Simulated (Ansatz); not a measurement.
Given:

Si (diamond, Fd-3m), a = b = c = 5.4440 Å, α = β = γ = 90.00°; the cell used has 2 atoms.

This is the r²SCAN-relaxed structure.

Question: All from the program Ansatz at the r²SCAN level (PAW), unless another level is named. Predict the highest zone-centre frequency.

Answer: 518 cm⁻¹.

Question: What about the Hill bulk and shear moduli?

Answer: 97.1 and 68.7 GPa.

The cell was relaxed with r²SCAN under the symmetry of its start; phonons on a q-mesh show no instability.

Potentials: the earlier of the program's two PAW sets.
